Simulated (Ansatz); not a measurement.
LaGa2Pd2:
```yaml
crystal:
  lattice:
    - [4.43818, 0.00000, 0.00000]
    - [0.00000, 4.43818, 0.00000]
    - [0.00000, 0.00000, 9.96274]
  atoms:
    - { symbol: La, position: [0.00000, 0.50000, 0.24992] }
    - { symbol: La, position: [0.50000, 0.00000, 0.75008] }
    - { symbol: Ga, position: [0.00000, 0.00000, 0.50000] }
    - { symbol: Ga, position: [0.50000, 0.50000, 0.50000] }
    - { symbol: Ga, position: [0.00000, 0.50000, 0.87876] }
    - { symbol: Ga, position: [0.50000, 0.00000, 0.12124] }
    - { symbol: Pd, position: [0.00000, 0.00000, 0.00000] }
    - { symbol: Pd, position: [0.50000, 0.50000, 0.00000] }
    - { symbol: Pd, position: [0.00000, 0.50000, 0.62794] }
    - { symbol: Pd, position: [0.50000, 0.00000, 0.37206] }
```

Relaxed with r²SCAN. Special points in fractions of this cell's reciprocal vectors: Γ (0.000, 0.000, 0.000); X (0.000, 0.500, 0.000); M (0.500, 0.500, 0.000); Z (0.000, 0.000, 0.500); R (0.000, 0.500, 0.500); A (0.500, 0.500, 0.500).

Q: List the band energies nearest the Fermi level at these points for the program Ansatz at the r²SCAN level (PAW).

A: In eV from the Fermi level; about four levels below and three above (degenerate sets whole), none deeper than 8.9 eV; points with the same levels are listed once.

```tsv
k	below	above
Γ	-0.50 -0.50 -0.22 -0.22	0.66 0.67 1.36
X	-2.73 -2.73 -2.28 -2.28	0.24 0.24 0.31 0.31
M	-0.94 -0.94 -0.61 -0.61	0.01 0.01 2.23 2.23 2.23 2.23
Z	-0.57 -0.57 -0.34 -0.34	0.57 1.02 1.04
R	-1.66 -1.66 -0.88 -0.88	0.21 0.21 1.56 1.56
A	-0.47 -0.47 -0.23 -0.23	2.21 2.21 2.22 2.22
```

Space group P4/nmm. The first step of the workflow began from a Materials Project structure, measured or hypothetical; the Crystallography Open Database copy checked does not list it. Whether it is the stable phase at ambient conditions was not checked. Symmetry was held in the r²SCAN relaxation; whether a distortion lowers the energy is not shown. The run is not spin-polarised. Spin–orbit coupling is left out wherever it is not named.

Potentials: the later of the program's two PAW sets.
